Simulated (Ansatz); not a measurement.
AlN (wurtzite)

```xyz
8
Lattice="3.1066 0.0000 0.0000 -1.5533 2.6904 0.0000 0.0000 0.0000 9.9561" Properties=species:S:1:pos:R:3 pbc="T T T"
Al     0.0000     1.7936     4.9610
Al     0.0000     1.7936     9.9391
Al     1.5533     0.8968     2.4720
Al     1.5533     0.8968     7.4501
N      0.0000     1.7936     1.8828
N      0.0000     1.7936     6.8608
N      1.5533     0.8968     4.3718
N      1.5533     0.8968     9.3498
```

The atoms are displaced by Q × the pattern below (from a DFPT mode at A = (0.0, 0.0, 0.5), largest move 1; Q in Å), at fixed cell. It is one choice among 4 degenerate patterns. (q is in reciprocal vectors of the primitive cell; the cell shown is doubled to hold the pattern.)

| atom | x | y | z |
|---|---|---|---|
| Al1 | 0.000 | 0.031 | 0.000 |
| Al2 | 0.000 | -0.031 | 0.000 |
| Al3 | 0.000 | 0.496 | 0.000 |
| Al4 | 0.000 | -0.496 | 0.000 |
| N5 | 0.000 | -1.000 | 0.000 |
| N6 | 0.000 | 1.000 | 0.000 |
| N7 | 0.000 | -0.171 | 0.000 |
| N8 | 0.000 | 0.171 | 0.000 |

All values below come from r2SCAN (plane waves to 500 eV, PAW, scalar-relativistic; Ansatz, a program for electronic structure). k mesh 12×12×4 (Γ-centred), Fermi-Dirac smearing 0.05 eV. The energy includes the smearing's −TS. AlN was relaxed with its symmetry unable to fall. The PAW data are Ansatz's earlier set. ΔE is measured from the undisplaced structure.

```tsv
Q (Å)	ΔE (meV/cell)
-0.180	withheld
-0.150	820
-0.120	516
-0.090	287
-0.060	126
-0.030	31
0.000	0
0.030	31
0.060	126
0.090	287
0.120	516
0.150	820
0.180	withheld
```

Q: Fit an even polynomial form (powers 2, 4) to the given rows and predict ΔE at Q = -0.180.

A: Least squares on the 11 given rows: ΔE = (34790)·Q² + (73450)·Q⁴, in meV/cell with Q in Å; root-mean-square residual 0.3 meV/cell. At -0.180 the fit gives 1204 meV/cell; the calculation gives 1205 meV/cell, so the extrapolation is off by -1 (-0.1 %). The quadratic term alone would give 1127 meV/cell.

(A displaced cell: forces are minus the slopes of the energy, force constants its curvatures, and phonons follow from these.)
